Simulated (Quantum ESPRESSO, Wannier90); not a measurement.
YN (rock salt), plane waves to Wannier functions

```xyz
2
Lattice="0.0000 2.4484 2.4484 2.4484 0.0000 2.4484 2.4484 2.4484 0.0000" Properties=species:S:1:pos:R:3 pbc="T T T"
Y      0.0000     0.0000     0.0000
N      2.4484     2.4484     2.4484
```

Structure: Materials Project mp-2114, symmetrised, not relaxed again. COD (Crystallography Open Database) has an entry of this formula and space group (matched by these alone). Computed values, not measurements, from PBEsol: Quantum ESPRESSO (norm-conserving PseudoDojo potentials, cutoff 68 Ry, no spin polarisation, no spin-orbit coupling) on a Γ-centred 12×12×12 mesh, then Wannier90. Density: 12×12×12 mesh, cold smearing 0.01 Ry. The gap is small at this level and was sampled on the meshes and a path alone.

Base run: 8 functions from bands 6-22 of the 22 computed, start hydrogen-like Y: d; N: p, frozen window up to 1.62 eV relative to the valence-band maximum, outer window open. One thing is changed at a time; window edges are relative to the valence-band maximum. The misfit compares interpolated bands with pw.x on a high-symmetry path, for states up to 1.1 eV relative to the valence-band maximum. Converged means that the tolerances were met: symmetric starts can stop on a saddle, which shows as a larger Ω_OD at equal Ω_I and can move the misfit too.

| setting | functions | frozen to (eV) | Ω_I (Å²) | Ω_D (Å²) | Ω_OD (Å²) | rms misfit (meV) | worst (meV) | ended |
|---|---|---|---|---|---|---|---|---|
| base | 8 | 1.62 | 10.55 | 0.00 | 0.15 | 11 | 123 | converged |
| frozen window to 0.62 eV | 8 | 0.62 | 10.25 | 0.00 | 0.11 | 158 | 1242 | converged |
| frozen window to -1.38 eV | 8 | -1.38 | 10.13 | 0.00 | 0.09 | 482 | 2093 | converged |
| frozen window to 1.12 eV | 8 | 1.12 | 10.40 | 0.00 | 0.13 | 36 | 489 | converged |
| no frozen window | 8 | none | 8.32 | 0.00 | 0.05 | 1937 | 4202 | converged |
| outer window to 12.16 eV | 8 | 1.62 | 13.29 | 0.00 | 0.37 | 0.3 | 1.5 | converged |
| outer window to 10.46 eV | 8 | 1.62 | 16.02 | 0.00 | 1.05 | 0.9 | 5.2 | converged |
